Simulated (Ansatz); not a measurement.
SiO₂:
```xyz
12
Lattice="-4.4693 4.4693 2.6158 4.4693 -4.4693 2.6158 4.4693 4.4693 -2.6158" Properties=species:S:1:pos:R:3 pbc="T T T"
Si     1.5818     1.5818     0.0000
Si     2.8875     2.8875     2.6158
Si     2.8875    -2.8875     2.6158
Si    -2.8875     2.8875     2.6158
O      2.2347     2.2347     1.3079
O     -2.2347     2.2347     1.3079
O      2.2347     2.2347    -1.3079
O      2.2347    -2.2347     1.3079
O      1.8668     0.0000     0.0000
O      7.0719     0.0000     0.0000
O      0.0000     1.8668     0.0000
O      0.0000     7.0719     0.0000
```

Relaxed with r²SCAN.

Problem. Map the valence electron density (e/Å³), cut off at 0.6 on the plane through (0.177, 0.823, 0.000) spanned by u = [1, 1, 0] and v = [1, -1, 0] in lattice vectors, from the program Ansatz at the r²SCAN level (PAW).

Solution. x is the fraction of u, y of v (the angle between them is 90°; rows are the nearest grid lines); atoms in the plane: Si at (0.00, 0.00), Si at (0.50, 0.50), Si at (0.00, 0.65), Si at (0.50, 0.15), O at (0.25, 0.07), O at (0.75, 0.57), O at (0.25, 0.57), O at (0.75, 0.07).
```
y \ x   0.000  0.0769  0.192  0.269  0.346  0.462  0.538  0.654  0.731  0.808  0.923   1.00
------  -----  ------  -----  -----  -----  -----  -----  -----  -----  -----  -----  -----
1.00    0.044   0.182  0.547  0.455  0.226  0.050  0.050  0.226  0.455  0.547  0.182  0.044
0.925   0.294   0.225  0.067  0.025  0.010  0.003  0.003  0.010  0.025  0.067  0.225  0.294
0.850   0.041   0.035  0.015  0.006  0.002  0.001  0.001  0.002  0.006  0.015  0.035  0.041
0.775   0.075   0.061  0.022  0.009  0.003  0.001  0.001  0.003  0.009  0.022  0.061  0.075
0.700   0.313   0.263  0.096  0.043  0.020  0.007  0.007  0.020  0.043  0.096  0.263  0.313
0.625   0.089   0.396  0.600  0.600  0.600  0.104  0.104  0.600  0.600  0.600  0.396  0.089
0.550   0.187   0.450  0.600  0.600  0.600  0.401  0.401  0.600  0.600  0.600  0.450  0.187
0.450   0.006   0.010  0.034  0.070  0.150  0.288  0.288  0.150  0.070  0.034  0.010  0.006
0.375   0.001   0.001  0.006  0.016  0.038  0.080  0.080  0.038  0.016  0.006  0.001  0.001
0.300   0.000   0.001  0.003  0.009  0.019  0.036  0.036  0.019  0.009  0.003  0.001  0.000
0.225   0.002   0.004  0.014  0.038  0.100  0.258  0.258  0.100  0.038  0.014  0.004  0.002
0.150   0.036   0.068  0.278  0.434  0.436  0.068  0.068  0.436  0.434  0.278  0.068  0.036
0.0750  0.287   0.600  0.600  0.600  0.600  0.395  0.395  0.600  0.600  0.600  0.600  0.287
0.000   0.044   0.182  0.547  0.455  0.226  0.050  0.050  0.226  0.455  0.547  0.182  0.044
```

The density is the valence pseudo-density with augmentation charge, so density and ELF within about 1 Å of a nucleus are not all-electron values.

Space group I4/mmm. The workflow started from a Materials Project entry (that database holds measured and hypothetical structures alike); the Crystallography Open Database copy checked does not list it. It is not the phase usual at ambient conditions (space group No. 92, 152, 154). The cell was relaxed with r²SCAN under the symmetry of its start. At this level the phase is dynamically unstable (imaginary phonons).

Potentials: the later of the program's two PAW sets.
